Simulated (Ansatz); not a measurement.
Values for one crystal, relaxed and computed with PBEsol in the plane-wave PAW code Ansatz; other levels are named.

```yaml
volume_per_atom: 21.28 Å³
band_gap: 0.32 eV (indirect)
Elastic constants (relaxed ions, GPa): C11 = 165, C12 = 44.2, C13 = 34.9, C14 = -12.3, C33 = 171, C44 = 50.7
Hole effective mass, band 1 of 2 at the edge: 0.34 along x, 0.58 along z (mₑ)
Pressure derivative B′: 4.5
Highest zone-centre frequency (without LO–TO term): 467 cm^-1
valence_band_maximum: at Γ
```

Which compound is it?
(A) ZnCu2GeS4, I-4 (Pearson symbol tI16)
(B) SiGe, R-3m (Si on 6c, Ge on 6c)
(C) SiBi2O5, Cmc2_1 (Pearson symbol oS32)
(D) Ge3N4, Fd-3m (Ge on 16c, Ge on 8b, N on 32e)

B, SiGe, R-3m (Si on 6c, Ge on 6c)

The start of the workflow was typed in or built on a structure type; neither database checked (COD, Materials Project) lists it. Whether it is the stable phase at ambient conditions was not checked. Symmetry was held in the PBEsol relaxation; whether a distortion lowers the energy is not shown. Scalar-relativistic: spin–orbit coupling is off unless named, which matters more the heavier the elements.

Potentials: the later of the program's two PAW sets.
